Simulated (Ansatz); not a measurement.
## TaCuN2: how the free axis answers a strain

TaCuN2, R-3m, a = 3.122 Å, c = 17.343 Å. The structure is a COD entry; whether it is the stable form wasn't checked. Ansatz: PBEsol, PAW, 420 eV, Γ-centred 12×12×2 mesh on 12 atoms, Gaussian smearing 0.02 eV; no spin polarisation. Series: biaxial strain in the a-b plane, c and atoms relaxed; x is the strain in per cent. y is the change of c in per cent of 17.343 Å.

| x (%) | y (%) |
| --- | --- |
| -3.0 | ? |
| -2.0 | 1.05 |
| -1.0 | 0.53 |
| 0.0 | 0.00 |
| 1.0 | -0.53 |
| 2.0 | -1.06 |
| 3.0 | -1.60 |

Problem. Fit y = c1 x + c2 x² to the other rows, say what c1 measures, and predict the missing y.

Solution. Least squares on the rows shown. y = −0.5284 x − 0.001511 x². With no stress along c, c1 = −2C13/C33 = -0.528. At x = -3.0 the fit asked for gives 1.57 %. The run gave 1.58 %, so the fit is 0.01 % too low, a small miss on the scale of the series.

Spin–orbit coupling is left out, which can shift energies with elements as heavy as these.

Cost: 7 runs of about 15 core-minutes in all, on Arm Neoverse V1 (shared hosts).